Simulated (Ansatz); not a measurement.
CdS (zinc blende)

```
CdS
1.0
    0.00000     2.96331     2.96331
    2.96331     0.00000     2.96331
    2.96331     2.96331     0.00000
S Cd
1 1
Cartesian
  4.44497   4.44497   4.44497
  0.00000   0.00000   0.00000
```

E(V) scan at fixed shape, V₀ the volume above. Symmetry pins the atoms to their sites.

Method: PBE (plane waves to 420 eV, PAW, scalar-relativistic; Ansatz, an electronic-structure program). k mesh 10×10×10 (Γ-centred), Fermi-Dirac smearing 0.05 eV. Compression counts positive. CdS was relaxed with its symmetry unable to fall.

At one point of the scan the stress tensor (GPa) is:

```
   -5.6      0.0      0.0
    0.0     -5.6      0.0
    0.0      0.0     -5.6
```

Question: Which point is it?
(A) V/V₀ = 1.120
(B) V/V₀ = 1.040
(C) V/V₀ = 1.080
(D) V/V₀ = 1.160

Answer: D, V/V₀ = 1.160

(Under strain, the slope of the energy per volume gives the stress and its curvature an elastic modulus.)
